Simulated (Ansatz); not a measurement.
Given:

GaN (zinc blende)

```yaml
crystal:
  lattice:
    - [0.00000, 4.49791, 4.49791]
    - [2.24896, 2.24896, 4.49791]
    - [2.24896, 2.24896, 0.00000]
  atoms:
    - { symbol: N, position: [0.00000, 0.75000, 0.75000] }
    - { symbol: N, position: [0.50000, 0.75000, 0.75000] }
    - { symbol: Ga, position: [0.00000, 0.00000, 0.00000] }
    - { symbol: Ga, position: [0.50000, 0.00000, 0.00000] }
```

The atoms are displaced by Q × the pattern below (from a DFPT mode at X = (0.5, 0.5, 0.0), largest move 1; Q in Å), at fixed cell. (q is in reciprocal vectors of the primitive cell; the cell shown is doubled to hold the pattern.)

| atom | x | y | z |
|---|---|---|---|
| N1 | 0.000 | 0.000 | -1.000 |
| N2 | 0.000 | 0.000 | 1.000 |

Atoms not listed stay in place.

The numbers are results of r2SCAN (plane waves to 500 eV, PAW, scalar-relativistic; Ansatz, a program for electronic structure), not measurements. k mesh 13×13×13 (Γ-centred), Fermi-Dirac smearing 0.05 eV. Energies are smeared free energies. GaN was relaxed with its symmetry unable to fall. ΔE is measured from the undisplaced structure.

The scan covers Q from -0.180 to 0.180 Å in 13 points.

Task: Which space group does the distorted structure have?

Result: P-4m2 (No. 115), lowered from F-43m.

Task: What is the energy change at Q = 0.180 Å?

Result: 782 meV/cell.

Task: What harmonic wavenumber does the curvature at Q = 0 give?

Result: 688 cm⁻¹.

(For displaced atoms, the force is minus the slope of the energy, and its curvature is a force constant, which sets phonon frequencies.)
